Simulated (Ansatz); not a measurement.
YSiNi4 in space group Cmmm (No. 65; Y on 2a, Si on 2c, Ni on 4i, Ni on 4f), r²SCAN (plane waves, PAW; program Ansatz), all energies at zero smearing, with the estimated change up to a 700 eV cutoff added, with one set of potentials and settings (totals compare only within such a set). Cell of 6 atoms (1 Y, 1 Si, 4 Ni): -27883.527 eV.

```tsv
element	reference phase	E (eV/atom)
Y	P6_3/mmc, 2 atoms in the cell	-3859.7274
Si	Fd-3m, 2 atoms in the cell	-639.0665
Ni	Fm-3m, 1 atoms in the cell, spin-polarised	-5845.2921
```

Formation energy per atom, worked out: (-27883.527 − 1×(-3859.7274) − 1×(-639.0665) − 4×(-5845.2921))/6 = -0.594 eV/atom (-57 kJ per mol of atoms), at 0 K, without zero-point energy or fitted corrections.

The first step of the workflow began from a Materials Project structure, measured or hypothetical; the Crystallography Open Database copy checked does not list it. Whether it is the stable phase at ambient conditions was not checked. The r²SCAN relaxation kept the symmetry of its start; its stability against distortions is not shown here. No spin polarisation was allowed. The references are the lowest solids computed at this level, not always the standard phases.

Potentials: the earlier of the program's two PAW sets.
